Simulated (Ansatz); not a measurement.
# Kick test of a cell of Ga₃As₂P

The cell was found from a structure generator's guess, not taken from experiment.

All numbers below come from DFT PBE, scalar-relativistic, plane waves, PAW (Ansatz). Cutoff 420 eV; k points 12×12×12 on the computed 6-atom cell (Γ-centred); Gaussian smearing, width 0.02 eV; no spin polarisation.

The cell below (6 atoms, space group I-4m2 (No. 119)) is relaxed within its symmetry.

```yaml
crystal:
  lattice:
    - [-2.00161, 2.00161, 8.50414]
    - [2.00161, -2.00161, 8.50414]
    - [2.00161, 2.00161, -8.50414]
  atoms:
    - { symbol: Ga, position: [0.82928, 0.82928, 0.00000] }
    - { symbol: Ga, position: [0.50000, 0.50000, 0.00000] }
    - { symbol: Ga, position: [0.17072, 0.17072, 0.00000] }
    - { symbol: P, position: [0.75000, 0.25000, 0.50000] }
    - { symbol: As, position: [0.41468, 0.91468, 0.50000] }
    - { symbol: As, position: [0.08532, 0.58532, 0.50000] }
```

For the test a repeat of it with 12 atoms (edges 4.00, 8.01, 8.96 Å) was strained at random (σ = 1.5 % a component), the atoms were moved at random (σ = 0.10 Å), and all was relaxed again on a coarse 4×2×4 mesh (in the run’s order of axes) with 0.10 eV smearing, with no symmetry imposed.

**Question.** Does it come back?

**Answer.** It returns, within 1 meV/atom of the unmoved cell on that mesh and with the same symmetry when read at 0.1 Å. So it is stable against the distortions that fit this cell and that this random move excites. Modes that don't fit the cell aren't tested.
